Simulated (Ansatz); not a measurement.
BP (zinc blende), relaxed and computed with several functionals in Ansatz (plane waves, PAW).

```tsv
functional	a (Å)	gap (eV)	B₀ by P(V) fit (GPa)
HSE06	4.524	1.95	174
PBE	(withheld)	(withheld)	(withheld)
r²SCAN	4.537	1.41	169
```

### Question
Fill in the missing entries.

### Answer

- PBE, a (Å): 4.549
- PBE, gap (eV): 1.25
- PBE, B₀ by P(V) fit (GPa): 162

All cells were relaxed under the symmetry of their starts (and spin orders); stability against distortions was not tested throughout.

Potentials: the later of the program's two PAW sets.

Ansatz (an electronic-structure program) is a plane-wave DFT program.
